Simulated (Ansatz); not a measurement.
## Structure relaxation, SiPbO3

The start is a generated cell, SiPbO3 built in the GdFeO3 structure type. A full variable-cell relaxation at zero pressure is run with r2SCAN (plane waves to 500 eV, PAW, scalar-relativistic; Ansatz, a quantum-chemistry and plane-wave program). The first steps use a coarse 4×3×4 k-mesh.

Input geometry:
```yaml
crystal:
  lattice:
    - [5.37839, 0.00000, 0.00000]
    - [0.00000, 7.58890, 0.00000]
    - [0.00000, 0.00000, 5.36044]
  atoms:
    - { symbol: Pb, position: [0.48770, 0.25000, 0.99160] }
    - { symbol: Pb, position: [0.98770, 0.25000, 0.50840] }
    - { symbol: Pb, position: [0.51230, 0.75000, 0.00840] }
    - { symbol: Pb, position: [0.01230, 0.75000, 0.49160] }
    - { symbol: Si, position: [0.00000, 0.00000, 0.00000] }
    - { symbol: Si, position: [0.50000, 0.50000, 0.50000] }
    - { symbol: Si, position: [0.00000, 0.50000, 0.00000] }
    - { symbol: Si, position: [0.50000, 0.00000, 0.50000] }
    - { symbol: O, position: [0.03130, 0.25000, 0.05860] }
    - { symbol: O, position: [0.53130, 0.25000, 0.44140] }
    - { symbol: O, position: [0.96870, 0.75000, 0.94140] }
    - { symbol: O, position: [0.46870, 0.75000, 0.55860] }
    - { symbol: O, position: [0.28800, 0.53700, 0.21300] }
    - { symbol: O, position: [0.78800, 0.96300, 0.28700] }
    - { symbol: O, position: [0.71200, 0.03700, 0.78700] }
    - { symbol: O, position: [0.21200, 0.46300, 0.71300] }
    - { symbol: O, position: [0.71200, 0.46300, 0.78700] }
    - { symbol: O, position: [0.21200, 0.03700, 0.71300] }
    - { symbol: O, position: [0.28800, 0.96300, 0.21300] }
    - { symbol: O, position: [0.78800, 0.53700, 0.28700] }
```

Q: What pressure does the first self-consistent step give?

A: -5.2 GPa (negative: the cell is under tension).

Q: What symmetry does the relaxed structure have?

A: The space group goes from Pnma (No. 62) to Pm-3m (No. 221); the end is cubic perovskite type, with 5 atoms in the primitive cell.

Q: How does the volume per atom move from start to end?

A: -6.6 %, from 10.94 to 10.21 Å³/atom.

Q: How do the shortest distances between atoms change?

A: The closest pairs of elements (up to four, under 3.6 Å), start → end: O–Si 1.93 → 1.86 Å; O–Pb 2.30 → 2.62 Å; O–O 2.64 → 2.62 Å; Pb–Si 3.24 → 3.21 Å.

Q: What band gap does the relaxed structure have at this level?

A: 2.19 eV, indirect (valence top at X, conduction bottom at Γ) (no spin-orbit coupling).

Final values are on a 7×7×7 k-mesh of the relaxed cell. No spin polarisation in the result. Without spin-orbit coupling the bands of the heavy element are not split, so the gap can be far off.

The run could not lose the symmetry of its start.

The first start was generated by placing the elements on the sites of a structure type. Materials Project lists a structure of SiPbO3 in the same space group, Pm-3m (No. 221); the sites were not compared with it, nor with measured phases.
